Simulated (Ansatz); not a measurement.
SnO₂ (rutile)

```cif
data_O4Sn2
_chemical_formula_sum 'Sn2 O4'
_space_group_name_H-M_alt 'P42/mnm'
_space_group_IT_number 136
_space_group_name_Hall '-P 4n 2n'
_cell_length_a 4.75991
_cell_length_b 4.75991
_cell_length_c 3.20075
_cell_angle_alpha 90.000
_cell_angle_beta 90.000
_cell_angle_gamma 90.000
loop_
_atom_site_label
_atom_site_type_symbol
_atom_site_symmetry_multiplicity
_atom_site_Wyckoff_symbol
_atom_site_fract_x
_atom_site_fract_y
_atom_site_fract_z
_atom_site_occupancy
Sn1 Sn 2 a 0.00000 0.00000 0.00000 1
O1 O 4 f 0.30591 0.30591 0.00000 1
```

The relaxed cell is deformed in two ways at once: its volume V is scaled, and at that volume it is stretched along z (the c axis of the conventional cell) so that c/a changes. Fractional atomic positions are held.

All values below come from r2SCAN (plane waves to 500 eV, PAW, scalar-relativistic; Ansatz, a first-principles code). k mesh 7×7×10 (Γ-centred), Fermi-Dirac smearing 0.05 eV. The energy includes the smearing's −TS. As the atoms are clamped, bonds stretch with the cell, which overstates energies and stresses. SnO2 was relaxed with its symmetry unable to fall. The zero of ΔE is the relaxed starting cell.

Predict the ΔE (eV/atom) at all points of the grid V/V₀ = 0.920, 0.960, 1.000, 1.040, 1.080 by (c/a)/(c/a)₀ = 0.880, 0.940, 1.000, 1.060, 1.120.

ΔE (eV/atom), with V/V₀ across and (c/a)/(c/a)₀ down:

```tsv
(c/a)/(c/a)₀ \ V/V₀	0.920	0.960	1.000	1.040	1.080
0.880	0.2210	0.1464	0.1077	0.0979	0.1112
0.940	0.1063	0.0480	0.0240	0.0273	0.0525
1.000	0.0612	0.0141	0.0000	0.0121	0.0450
1.060	0.0681	0.0277	0.0193	0.0362	0.0733
1.120	0.1139	0.0761	0.0695	0.0879	0.1259
```

(Under strain, the slope of the energy per volume gives the stress and its curvature an elastic modulus.)
